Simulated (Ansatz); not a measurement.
Ansatz (a first-principles code) input:

Ansatz 0.2 input:
```yaml
crystal:
  lattice:
    - [0.0, 2.1018341466, 2.1018341466]
    - [2.1018341466, 0.0, 2.1018341466]
    - [2.1018341466, 2.1018341466, 0.0]
  atoms:
    - { symbol: Ti, position: [0.0, 0.0, 0.0] }
    - { symbol: N, position: [0.5, 0.5, 0.5] }
kpoints:
  mp_grid: { grid: [17, 17, 17] }
hamiltonian:
  xc: pbesol
  pseudopotentials: { azcp: { folder: ./paw }, kind: paw }
scf:
  occupations: { method: fermi_dirac, width: 0.1 }
phonons:
  method: dfpt
  response_accuracy: low
  eigenvectors: true
  rigid_motions: translations
```

Output (shortened):

```
zone centre: on kpoints.mp_grid the ground state, and the responses unless they are solved on pairs of k-points, stand on 405 of the mesh's 4913 k-points, …
Pseudopotentials: kind: paw
Pseudopotential: Ti, paw, valence charge 12
Pseudopotential: N, paw, valence charge 5
Functional definition: PBEsol
Crystal: 2 atoms, lattice volume = 18.571 Å³
Basis set: ecut = 420 eV, 339 PW (Γ), exchange–correlation on 40×40×40 points (8 copies of the dense FFT grid, shifted against one another)
Bands: 13, of which v1, the nominal top of the filled ones, is band 9 counted from 1 (8 counted from 0)
Symmetry: 48 space group operations
k-points: 405 of 4913 (irreducible under 8 space group operations, time reversal used)
PAW frozen core: Ti, regenerated for the run's functional, and the local potential with it
PAW frozen core: N, regenerated for the run's functional, and the local potential with it
Initial density: superposition of atomic densities (chi_scale 0.1, normalization cell, long waves kept (reshape's long-wave potential 0.00 eV rms))
Initial wavefunctions: pseudopotential atomic-orbital guess
Eigensolver: davidson
Functional: x = pbesol(κ = 0.804, μ = 0.12345679012345678), c = pbesol(β = 0.046)
SCF iter   1: F=—  HF=-2856.481024 eV  |F-HF|=—  |Δ(HF+E_count)|=         —  Δρ=7.41e-2  dr2=1.24e0  ethr=3.10e-3  ⟨swp⟩=4.8  Hψ=57051  notcnv=0
all-band conjugate gradients solve this SCF's bands
automatic band count: the SCF goes on with 17 bands, as 13 were too few: they end inside the smearing window of the response
preconditioner: auto → none
SCF iter   2: F=—  HF=-2856.393605 eV  |F-HF|=—  |Δ(HF+E_count)|=   8.74e-2  Δρ=5.67e-2  dr2=7.52e-1  ethr=3.10e-3  ⟨swp⟩=1.7  Hψ=10435  notcnv=0
SCF iter   3: F=—  HF=-2856.240428 eV  |F-HF|=—  |Δ(HF+E_count)|=   1.53e-1  Δρ=4.79e-3  dr2=3.59e-3  ethr=3.10e-3  ⟨swp⟩=2.1  Hψ=9501  notcnv=0
SCF iter   4: F=—  HF=-2856.239967 eV  |F-HF|=—  |Δ(HF+E_count)|=   4.61e-4  Δρ=1.09e-3  dr2=1.97e-4  ethr=2.11e-5  ⟨swp⟩=2.7  Hψ=11628  notcnv=0  defer=342
SCF iter   5: F=—  HF=-2856.239911 eV  |F-HF|=—  |Δ(HF+E_count)|=   5.56e-5  Δρ=1.19e-4  dr2=2.23e-6  ethr=1.16e-6  ⟨swp⟩=2.5  Hψ=9717  notcnv=0  defer=342
SCF iter   6: F=—  HF=-2856.239909 eV  |F-HF|=—  |Δ(HF+E_count)|=   1.55e-6  Δρ=2.15e-5  dr2=6.37e-8  ethr=1.31e-8  ⟨swp⟩=2.0  Hψ=7904  notcnv=0  defer=374
SCF iter   7: F=—  HF=-2856.239909 eV  |F-HF|=—  |Δ(HF+E_count)|=   1.60e-9  Δρ=1.78e-6  dr2=3.29e-10  ethr=3.75e-10  ⟨swp⟩=1.0  Hψ=6448  notcnv=0  defer=374
SCF iter   8: F=-2856.239909 eV  HF=-2856.239909 eV  |F-HF|=3.18e-12  |Δ(HF+E_count)|=  3.55e-11  Δρ=1.99e-7  dr2=4.85e-12  ethr=1.00e-12  ⟨swp⟩=8.8  Hψ=26529  notcnv=0
SCF 1 converged in 8 iterations: F = -2856.239909 eV  dr2 = 4.85e-12
DFPT response loops at Γ: preconditioner auto → Kerker (q_TF=auto, 2.688 Å⁻¹) (partly filled bands, converged f_vac=0.000) …
SCF converged after 8 iterations
Free energy (F): -2856.239909 eV
Harris-Foulkes:  -2856.239909 eV  (|F-HF|=3.18e-12)
Internal energy: -2856.213607 eV  (E = F + TS)
E sigma→0 (E₀):  -2856.226758 eV
Entropy (-TS):   -0.026302 eV (-13.151 meV/atom)
Fermi energy:    17.443143 eV
--- Per-component energies (eV) ---
  E_band       = -85.693998
  E_kinetic    = 411.605955
  E_local      = -816.086631  (includes V_loc(G=0)·N_el)
  E_nonlocal   = 96.249393
  E_hartree    = 318.927929
  E_xc         = -176.244688
  E_vxc        = -222.829358  (∫ρ·V_xc dr)
  E_paw        = -1139.753072  (= ΣΔE_a)
  E_vpaw       = -192.489967  (= ΣTr[D̂ρ^β])
  E_aug_tail   = 0.000748  (compensation charges beyond the density's cutoff)
  E_ewald      = -1551.080723
  E_core_change = 0.167483  (= ΣΔE_core)
  E_smearing   = -0.026302  (= −TS)
  E_closure    = 0.000000  (closes the sum)
  Σ components = -2856.239909   (vs F -2856.239909, Δ=0.00e0)
  [band-id]    e_kinetic+e_local+e_nonlocal+2·e_hartree+e_vxc+e_vpaw+e_augmentation_tail = -85.694004   (vs E_band -85.693998, Δ=-5.55e-6)
--- Band table (eV; the first three rows and the last of 405) ---
  k-point 0: bands = ["-40.0830", "-16.1561", "-16.1561", "-16.1561", "0.2301", "15.3938", "15.3938", "15.3938", "16.7937", "16.7937", "16.7937", "18.0537", "18.0537", "23.1154", "30.5926", "37.4269", "37.4269"]
  k-point 1: bands = ["-40.0792", "-16.1822", "-16.1582", "-16.1582", "0.3021", "14.9709", "15.0748", "15.0748", "16.9056", "16.9056", "17.0213", "18.3799", "18.3799", "23.3025", "30.6622", "37.3285", "37.3363"]
  k-point 2: bands = ["-40.0683", "-16.2566", "-16.1642", "-16.1642", "0.5117", "14.0933", "14.4350", "14.4350", "17.1381", "17.1381", "17.3828", "19.1347", "19.1347", "23.7937", "30.7794", "37.0194", "37.0194"]
  k-point 404: bands = ["-39.9337", "-16.6003", "-16.5564", "-16.4035", "2.1799", "11.6327", "11.9252", "12.0802", "18.1998", "18.6294", "19.9849", "20.8072", "21.5589", "29.4979", "29.8086", "30.8830", "34.4178"]
  band table: 17 of 17 bands, residual norms ≤ 1.0e-3 eV
--- Phonons (Γ-DFPT): 2 representative perturbations + reference, on 405 of 4913 k-points (Σ response iterations 6) ---
  k mesh reduced under 8 symmetry operations, with k and −k counted as one. Each operation leaves every solved perturbation unchanged …
  ASR residual: 7.980e-4 → 0.000e0 eV/Å²; symmetrization residual: 7.100e-6 eV/Å²
  ASR residual per site (eV/Å²): 7.98e-4 3.48e-6
  Γ frequencies (cm⁻¹): 0.00 0.00 0.00 534.29 534.29 534.29
  non-analytic LO–TO correction: not included (Born effective charges unavailable; polar crystals: no LO–TO splitting at Γ)
```

Cost: around 17 core-seconds (rough) on shared cores.

Space group Fm-3m (rock salt). The cell was relaxed with PBEsol under the symmetry of its start; of distortions, only those at the zone centre were tested. The run is not spin-polarised. With an odd number of electrons in the cell and no spin polarisation, the count alone makes it a metal. As this level gives no gap, phonon frequencies hold no LO–TO term and depend on the k-mesh and smearing (Fermi–Dirac, 0.1 eV here).

Potentials: the earlier of the program's two PAW sets.

Ansatz is a plane-wave DFT program.
